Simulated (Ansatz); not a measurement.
WSe2:
```xyz
3
Lattice="3.2474 0.0000 0.0000 -1.6237 2.8123 0.0000 0.0000 0.0000 33.0000" Properties=species:S:1:pos:R:3 pbc="T T F"
W      0.0000     0.0000    16.5000
Se     0.0000     1.8749    14.8352
Se     0.0000     1.8749    18.1648
```
Free-standing layer in the xy plane with vacuum along z and no interaction between images.

Relaxed with LDA. Special points in fractions of this cell's reciprocal vectors: Γ (0.000, 0.000, 0.000); M (0.500, 0.000, 0.000); K (0.333, 0.333, 0.000).

Question: List the band energies nearest the valence-band maximum at these points for plane-wave PAW LDA (Ansatz code).

Answer: In eV from the valence-band maximum; about four levels below and three above (degenerate sets whole), none deeper than 8.9 eV; points with the same levels are listed once.

```csv
k,below,above
Γ,-2.27 -1.16 -1.16 -0.44,3.14 3.14 3.34 3.34
M,-3.02 -2.19 -0.99 -0.79,2.59 2.90 3.81
K,-3.73 -3.36 -2.37 0.00,1.74 2.82 3.70
```

Space group P-6m2 (1H). A layer that has been made, often on a substrate. Symmetry was held in the LDA relaxation; whether a distortion lowers the energy is not shown. The run is not spin-polarised. Scalar-relativistic: spin–orbit coupling is off unless named, which matters more the heavier the elements.

Potentials: the later of the program's two PAW sets.
